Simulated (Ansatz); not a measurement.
AlB2W2:
Space group Cmmm (No. 65); a = 3.090 Å, b = 11.592 Å, c = 3.140 Å, α = β = γ = 90.00°

```csv
atom,site,symmetry,x,y,z
Al,2a,mmm,0.0000,0.0000,0.0000
W,4j,m2m,0.5000,0.1435,0.5000
B,4i,m2m,0.0000,0.2058,0.0000
```
(The calculation used a cell of 5 atoms; values per cell refer to that cell.)

This is the PBE-relaxed structure.

Problem. All from plane-wave PAW PBE (Ansatz code), unless another level is named. Estimate the electronic character.

Solution. metallic (no gap).

Problem. Give the density of states at the Fermi level.

Solution. 0.35 states/eV per atom (mean over ±0.08 eV).

Problem. What about the formation energy from the elements (no fitted shifts)?

Solution. -27 kJ/mol-atom.

The start of the workflow was typed in or built on a structure type; neither database checked (COD, Materials Project) lists it. Its standing as an ambient phase is unchecked. The PBE relaxation kept the symmetry of its start; its stability against distortions is not shown here. No spin polarisation was allowed. The references are the lowest solids computed at this level, not always the standard phases. Spin–orbit coupling is left out wherever it is not named.

Potentials: the later of the program's two PAW sets.
